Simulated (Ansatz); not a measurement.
Consider the following.

BeTe:
```
BeTe
1.0
    0.00000     2.83182     2.83182
    2.83182     0.00000     2.83182
    2.83182     2.83182     0.00000
Be Te
1 1
Direct
  0.50000   0.50000   0.50000
  0.25000   0.25000   0.25000
```

This is the PBE-relaxed structure. x, y and z are the axes in which the lattice vectors are written.

All from plane-wave PAW PBE (Ansatz code), unless another level is named. Give the piezoelectric stress constants (proper, relaxed ions, C/m²).

e14 = e25 = e36 = 0.23.

Predict the Poisson's ratio.

0.21.

Next, the highest zone-centre frequency (without LO–TO term)?

454 cm⁻¹.

Space group F-43m (zinc blende). The PBE relaxation kept the symmetry of its start; of distortions, only those at the zone centre were tested. The volume moved by 30 % from the start of the relaxation. Scalar-relativistic: spin–orbit coupling is off unless named, which matters more the heavier the elements.

Potentials: the later of the program's two PAW sets.
